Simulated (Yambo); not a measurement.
# SrCl$_{2}$: sweep of GW parameters

G0W0@PBEsol for SrCl$_{2}$ (fluorite, space group Fm-3m, No. 225) in Yambo. Reference settings: 4×4×4 Γ-centred k mesh, 178 bands and a 6 Ry block in the screening, 178 bands in G with the Bruneval-Gonze terminator, plasmon pole fitted at 27.2 eV. The PBEsol gap X → Γ on this mesh is 5.26 eV; G0W0 gaps are taken between the same points.

```tsv
change from the reference	G0W0 gap X → Γ (eV)	shift of the valence edge (eV)	rough Yambo cost
reference settings	7.63	-1.67	1
3 Ry block	7.41	-1.49	within a factor of two
5 Ry block	7.59	-1.64	within a factor of two
no random integration	7.54	-1.48	–
```

The reference isn't shown to be the converged limit. Costs are rough (shared machines), scaled to the same edge states, and given only for runs that recompute the screening.

Geometry relaxed with PBEsol; primitive cell a = 4.8833 Å, b = 4.8833 Å, c = 4.8833 Å, α = 60.00°, β = 60.00°, γ = 60.00°.

A shift is the quasiparticle energy of the state minus its PBEsol energy.
